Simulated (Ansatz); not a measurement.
**Two-dimensional TaS2, first-principles data**

TaS$_{2}$:
```
TaS2
1.0
    3.27411     0.00000     0.00000
   -1.63706     2.83546     0.00000
    0.00000     0.00000    32.00000
S Ta
2 1
Direct
  0.66667   0.33333   0.54840
  0.66667   0.33333   0.45160
  0.00000   0.00000   0.50000
```
Free-standing layer in the xy plane with vacuum along z and no interaction between images.

Method: DFT-LDA in the program Ansatz with PAW potentials. Lattice and atoms are relaxed at this level; other levels are named.

Structure:

```
Item                                        Result
-------------------------------------  -----------
In-plane lattice                       a = 3.274 Å
Distance between the outermost nuclei       3.10 Å
```

Electronic structure:

```
Property                 Value
--------------------  --------
Electronic character  metallic
Work function          6.17 eV
```

Space group P-6m2 (1H). A layer that has been made, often on a substrate. The cell was relaxed with LDA under the symmetry of its start; its stability against distortions is not shown here. The run is not spin-polarised. With an odd number of electrons in the cell and no spin polarisation, the count alone makes it a metal. Spin–orbit coupling is left out wherever it is not named.

Potentials: the later of the program's two PAW sets.
